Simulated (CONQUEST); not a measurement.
Band structure of SiO2 (P4_12_12, 12 atoms in the cell; from Materials Project mp-6945).

```yaml
crystal:
  lattice:
    - [4.99265, 0.00000, 0.00000]
    - [0.00000, 4.99265, 0.00000]
    - [0.00000, 0.00000, 6.93393]
  atoms:
    - { symbol: Si, position: [0.69866, 0.69866, 0.50000] }
    - { symbol: Si, position: [0.80134, 0.19866, 0.75000] }
    - { symbol: Si, position: [0.30134, 0.30134, 0.00000] }
    - { symbol: Si, position: [0.19866, 0.80134, 0.25000] }
    - { symbol: O, position: [0.89357, 0.76139, 0.32011] }
    - { symbol: O, position: [0.73861, 0.39357, 0.57011] }
    - { symbol: O, position: [0.10643, 0.23861, 0.82011] }
    - { symbol: O, position: [0.26139, 0.60643, 0.07011] }
    - { symbol: O, position: [0.39357, 0.73861, 0.42989] }
    - { symbol: O, position: [0.23861, 0.10643, 0.17989] }
    - { symbol: O, position: [0.60643, 0.26139, 0.92989] }
    - { symbol: O, position: [0.76139, 0.89357, 0.67989] }
```

Computed with PBE, numerical atomic orbitals double-zeta with polarisation (the shipped basis), PseudoDojo norm-conserving potentials made for PBE (CONQUEST 1.3).

Settings: basis = DZP; Diag.MPMeshX, Y, Z = 5 5 4; potentials = PseudoDojo norm-conserving PBE; Grid.GridCutoff = 140 Ha; DM.SolutionMethod = diagon; Diag.kT = 0.0001 Ha; Diag.GammaCentred = true; minE.SCTolerance = 1.0e-06; SC.MaxIters = 100; SC.LinearMixingFactor = 0.3; AtomMove.TypeOfRun = static.

The program uses no crystal symmetry, so grid and mesh can part values that symmetry would make equal. The atom-centred basis is finite, which shifts total energies, pressures and forces against plane waves. The structure comes from a collection of computed structures, made at another level of theory; the collection holds predicted forms beside known ones.

Task: Predict the gap along the standard path and the places of the band edges.

Result: The gap along the path is 5.97 eV, direct at Γ to within 0.01 eV.

Points are given in units of this cell's reciprocal vectors. Levels in eV from the top of the valence band on the path, bands 29 to 33:
```tsv
point	29	30	31	32	33
Γ (0 0 0)	-0.71	-0.32	-0.32	0.00	5.97
X (0 0.5 0)	-0.66	-0.66	-0.50	-0.50	7.95
M (0.5 0.5 0)	-0.62	-0.62	-0.56	-0.56	8.81
Z (0 0 0.5)	-0.54	-0.54	-0.40	-0.40	7.17
R (0 0.5 0.5)	-0.97	-0.97	-0.18	-0.18	8.09
A (0.5 0.5 0.5)	-0.64	-0.64	-0.64	-0.64	9.31
```

Higher empty bands are left out: an atom-centred basis made for the valence describes them poorly.
